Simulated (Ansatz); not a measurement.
Input:

SrO (rock salt)

```yaml
crystal:
  lattice:
    - [0.00000, 2.56110, 2.56110]
    - [2.56110, 0.00000, 2.56110]
    - [2.56110, 2.56110, 0.00000]
  atoms:
    - { symbol: O, position: [0.00000, 0.00000, 0.00000] }
    - { symbol: Sr, position: [0.50000, 0.50000, 0.50000] }
```

In each cell atom 2 (Sr, nearest neighbour O at 2.561 Å; its periodic images, 3.6 Å or more away, move with it) moves by s·(-1.000, 0.000, 0.000) (towards the nearest neighbour), the rest being held.

The numbers are results of PBEsol (plane waves to 420 eV, PAW, scalar-relativistic; Ansatz, a program for electronic structure), not measurements. k mesh 9×9×9 (Γ-centred), Fermi-Dirac smearing 0.05 eV. Energies are smeared free energies. SrO was relaxed with its symmetry unable to fall. ΔE is measured from the undisplaced structure.

The scan covers s from -0.510 to 0.510 Å in 11 points.

Task: Is this a single well or a double well?

Result: A single well with its minimum at or next to zero displacement.

Task: Is the energy the same for equal positive and negative displacements?

Result: Even: the same for both signs. With its periodic images moving along, the atom's site symmetry in this cell is m-3m.

Task: What force acts on the atom along the line at s = -0.510 Å?

Result: 3.41 eV/Å.

Task: What is the energy change at s = 0.510 Å?

Result: 568 meV/cell.

Task: What is the force constant k = d²E/ds² of this move at s = 0?

Result: 2.05 eV/Å².

(For displaced atoms, the force is minus the slope of the energy, and its curvature is a force constant, which sets phonon frequencies.)
